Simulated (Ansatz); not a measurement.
Problem. Tc (hcp (Mg type), P6_3/mmc) is relaxed with PBE+D3(BJ) (plane waves, PAW; program Ansatz). What lattice parameters of the conventional cell result?

Solution. a = 2.730 Å, c = 4.368 Å.

The cell was relaxed with PBE+D3(BJ) under the symmetry of its start. No spin polarisation was allowed. The pairwise dispersion correction was not fitted to metals. Axis ratios of metals converge slowly with the k-mesh, so a and c are less sure than the volume.

Potentials: the earlier of the program's two PAW sets.
